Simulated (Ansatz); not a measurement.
A scan (energy against volume; even scaling of the relaxed cell, symmetry kept) gave these values. Level of theory: PBE (plane waves to 420 eV, PAW, scalar-relativistic; Ansatz, a program for electronic structure).

| Property | Result |
|---|---|
| Bulk modulus B₀ (third-order Birch-Murnaghan fit) | 92.9 GPa |
| Pressure derivative B₀′ (fit) | 3.8 |
| Equilibrium volume of the fit | 14.49 Å³/atom |

### Question
Of these crystals, all scanned alike, which one is it?
A. Li (bcc, W type)
B. BeS (zinc blende)
C. InSb (zinc blende)

### Answer
B, BeS (zinc blende). The others have, for the bulk modulus: InSb 36.7 GPa, Li 13.9 GPa

All were relaxed with their symmetry unable to fall. At this level the bands of InSb touch or barely overlap; measurements give the solid a gap. Spin-orbit coupling is left out.

(A scan under strain: stresses follow from slopes of the energy per volume, elastic moduli from its curvatures.)
